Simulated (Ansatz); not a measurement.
TiO₂ (rutile)

```cif
data_O4Ti2
_chemical_formula_sum 'Ti2 O4'
_space_group_name_H-M_alt 'P42/mnm'
_space_group_IT_number 136
_space_group_name_Hall '-P 4n 2n'
_cell_length_a 4.64353
_cell_length_b 4.64353
_cell_length_c 2.96370
_cell_angle_alpha 90.000
_cell_angle_beta 90.000
_cell_angle_gamma 90.000
loop_
_atom_site_label
_atom_site_type_symbol
_atom_site_symmetry_multiplicity
_atom_site_Wyckoff_symbol
_atom_site_fract_x
_atom_site_fract_y
_atom_site_fract_z
_atom_site_occupancy
Ti1 Ti 2 a 0.00000 0.00000 0.00000 1
O1 O 4 f 0.30512 0.30512 0.00000 1
```

The volume is varied about the relaxed value V₀ at fixed cell shape. The atoms relax within the cell's symmetry.

The numbers are results of PBE (plane waves to 420 eV, PAW, scalar-relativistic; Ansatz, a program for electronic structure), not measurements. k mesh 7×7×11 (Γ-centred), Fermi-Dirac smearing 0.05 eV. Energies are smeared free energies. Compression counts positive. The PAW data are Ansatz's earlier set. TiO2 is run without spin polarisation. TiO2 was relaxed with its symmetry unable to fall. ΔE is measured from the relaxed starting cell.

```json
[
 {"V/V₀": "0.840", "ΔE (meV/atom)": "[?]", "P (GPa)": "55.3"},
 {"V/V₀": "0.867", "ΔE (meV/atom)": "164.8", "P (GPa)": "42.4"},
 {"V/V₀": "0.893", "ΔE (meV/atom)": "[?]", "P (GPa)": "[?]"},
 {"V/V₀": "0.920", "ΔE (meV/atom)": "53.2", "P (GPa)": "21.6"},
 {"V/V₀": "0.947", "ΔE (meV/atom)": "22.4", "P (GPa)": "[?]"},
 {"V/V₀": "0.973", "ΔE (meV/atom)": "5.3", "P (GPa)": "6.2"},
 {"V/V₀": "1.000", "ΔE (meV/atom)": "0.0", "P (GPa)": "0.0"},
 {"V/V₀": "1.027", "ΔE (meV/atom)": "4.8", "P (GPa)": "-5.3"},
 {"V/V₀": "1.053", "ΔE (meV/atom)": "18.2", "P (GPa)": "-9.8"},
 {"V/V₀": "1.080", "ΔE (meV/atom)": "39.1", "P (GPa)": "-13.6"},
 {"V/V₀": "1.107", "ΔE (meV/atom)": "66.2", "P (GPa)": "-16.9"},
 {"V/V₀": "1.133", "ΔE (meV/atom)": "98.7", "P (GPa)": "-19.6"},
 {"V/V₀": "1.160", "ΔE (meV/atom)": "135.6", "P (GPa)": "-21.9"}
]
```

### Question
What belongs in the gaps?

### Answer

- 0.840, ΔE (meV/atom): 251.1
- 0.893, ΔE (meV/atom): 99.8
- 0.893, P (GPa): 31.2
- 0.947, P (GPa): 13.3

(Under strain, the slope of the energy per volume gives the stress and its curvature an elastic modulus.)
